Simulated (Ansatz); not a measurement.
CuI:
```
CuI
1.0
    0.00000     3.03948     3.03948
    3.03948     0.00000     3.03948
    3.03948     3.03948     0.00000
Cu I
1 1
Cartesian
  4.55921   4.55921   4.55921
  0.00000   0.00000   0.00000
```

Relaxed with PBE. Special points in fractions of this cell's reciprocal vectors: Γ (0.000, 0.000, 0.000); X (0.500, 0.000, 0.500); U (0.625, 0.250, 0.625); K (0.375, 0.375, 0.750); L (0.500, 0.500, 0.500); W (0.500, 0.250, 0.750).

Question: List the band energies nearest the valence-band maximum at these points for plane-wave PAW PBE with spin–orbit coupling (Ansatz code).

Answer: In eV from the valence-band maximum; about four levels below and three above (degenerate sets whole), none deeper than 8.9 eV; points with the same levels are listed once.

```json
[
 {"k": "Γ", "below": "0.00 0.00 0.00 0.00", "above": "0.95 0.95 4.67 4.67"},
 {"k": "X", "below": "-1.67 -1.67 -1.53 -1.53", "above": "2.57 2.57 2.74 2.74"},
 {"k": "U", "below": "-1.73 -1.55 -1.40 -1.32", "above": "2.92 2.94 4.33"},
 {"k": "L", "below": "-0.90 -0.90 -0.78 -0.78", "above": "1.98 1.98 5.25 5.25"},
 {"k": "W", "below": "-1.71 -1.70 -1.41 -1.32", "above": "4.05 4.46 4.49"}
]
```

Space group F-43m (zinc blende). The cell was relaxed with PBE under the symmetry of its start; phonons on a q-mesh show no instability. The run is not spin-polarised.

Potentials: the later of the program's two PAW sets.
